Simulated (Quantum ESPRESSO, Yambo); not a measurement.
## G0W0 results for Ba3ZnN2O

```cif
data_Ba3N2OZn
_chemical_formula_sum 'N2 O1 Zn1 Ba3'
_space_group_name_H-M_alt 'P 1'
_space_group_IT_number 1
_cell_length_a 4.14977
_cell_length_b 4.14977
_cell_length_c 9.29283
_cell_angle_alpha 90.000
_cell_angle_beta 90.000
_cell_angle_gamma 90.000
loop_
_space_group_symop_operation_xyz
  'x, y, z'
loop_
_atom_site_label
_atom_site_type_symbol
_atom_site_fract_x
_atom_site_fract_y
_atom_site_fract_z
_atom_site_occupancy
N1 N 0.50000 0.50000 0.80054 1
N2 N 0.50000 0.50000 0.19946 1
O1 O 0.00000 0.00000 0.50000 1
Zn1 Zn 0.50000 0.50000 0.00000 1
Ba1 Ba 0.00000 0.00000 0.21788 1
Ba2 Ba 0.00000 0.00000 0.78212 1
Ba3 Ba 0.50000 0.50000 0.50000 1
```

The geometry is that of Materials Project entry mp-545788, symmetrised and not relaxed again.

Starting point: norm-conserving PBEsol (Quantum ESPRESSO, 84 Ry, scalar-relativistic). G0W0 in Yambo: 4×4×1 Γ-centred k mesh, bands 5 to 235 and a 7 Ry block in the screening, 235 bands in G with the Bruneval-Gonze terminator, plasmon pole fitted at 27.2 eV.

```yaml
PBEsol gap along the band path: 0.48 eV
PBEsol gap between the mesh's edge points (Γ → Γ): 0.84 eV
G0W0 gap between the same points: 1.42 eV
estimate of the fundamental G0W0 gap (path gap plus the correction; the mesh misses a band edge): 1.05 eV
```

```json
[
 {"k point": "Γ", "band": "VB", "E PBEsol (eV)": "0.00", "E QP (eV)": "-0.25", "shift (eV)": "-0.25", "Z": "0.76"},
 {"k point": "Γ", "band": "CB", "E PBEsol (eV)": "0.84", "E QP (eV)": "1.18", "shift (eV)": "0.33", "Z": "0.83"},
 {"k point": "X", "band": "VB", "E PBEsol (eV)": "-0.99", "E QP (eV)": "-1.38", "shift (eV)": "-0.39", "Z": "0.76"},
 {"k point": "X", "band": "CB", "E PBEsol (eV)": "1.47", "E QP (eV)": "1.84", "shift (eV)": "0.37", "Z": "0.82"},
 {"k point": "M", "band": "VB", "E PBEsol (eV)": "-0.09", "E QP (eV)": "-0.41", "shift (eV)": "-0.33", "Z": "0.77"},
 {"k point": "M", "band": "CB", "E PBEsol (eV)": "1.49", "E QP (eV)": "1.98", "shift (eV)": "0.48", "Z": "0.80"}
]
```

Energies count from the PBEsol valence-band maximum.

Nearest settings tried, and what they do to the gap: 154 bands in G: +2 meV; 154 bands in W, 154 bands in G: +16 meV; 6 Ry block (267 vectors against 363): -45 meV. Not varied: mesh. So the settings aren't converged at that level. Oxides, nitrides and fluorides with a shallow 3d shell are known to need far more bands and larger blocks.

The structure is a Materials Project entry; no match was found in the copy of COD used, and its stability was not checked.
